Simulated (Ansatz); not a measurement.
SiC (4H type, space group P6_3mc)

```
CELL_PARAMETERS angstrom
      3.07759     0.00000     0.00000
     -1.53880     2.66527     0.00000
      0.00000     0.00000    10.07638
ATOMIC_POSITIONS crystal
  Si 0.00000 0.00000 0.00030
  Si 0.00000 0.00000 0.50030
  Si 0.66667 0.33333 0.75025
  Si 0.33333 0.66667 0.25025
  C  0.00000 0.00000 0.81287
  C  0.00000 0.00000 0.31287
  C  0.66667 0.33333 0.56221
  C  0.33333 0.66667 0.06221
```

The slice is a (-1 1 0 2) plane (indices of the conventional cell) through the point (0.333, 0.667, 0.062) (fractional), spanned by u = [110] and v = [1 -1 1] in vectors of this cell: u (3.08 Å) and v (11.40 Å, at 90° to u). It covers one period; positions are fractions (u, v).

The numbers are results of r2SCAN (plane waves to 500 eV, PAW, scalar-relativistic; Ansatz, a quantum-chemistry and plane-wave program), not measurements. k mesh 12×12×4. Inside the PAW spheres the values are not all-electron values, and peaks at nuclei hang on which shells count as valence. SiC was relaxed with its symmetry unable to fall.

Problem. Predict the map of the density of the highest valence band (whole band, smooth part) on the slice.

Solution. 
```
|999955220000225599|
|665522110000112255|
|221111000000001111|
|000000000000000000|
|000000000000000000|
|221111000000001111|
|444422110000112244|
|667755331111335577|
|999966331111336699|
|776633220000223366|
|222211000000001122|
|000000000000000000|
|000000000000000000|
|000000000000000000|
|221100000000000011|
|443311000000001133|
|664422000000002244|
|553322000000002233|
|221111000000001111|
|000000000000000000|
|000000000000000000|
|000000112222110000|
|000011225555221100|
|000011447777441100|
|001122669999662211|
|001122447777442211|
|000011222222221100|
|111100000000000011|
|332211000000001122|
|775522000000002255|
|998844110000114488|
|007755221111225577|
```
Scale: ten equal steps from 0.000 (start of '0') to 0.117 (end of '9'), in the order '0123456789'. Values: density of the highest valence band (whole band, smooth part) in e/Å³. The map has 9 points along u (two characters each, u = 0 at the left) and 32 along v (v = 0 in the bottom row).
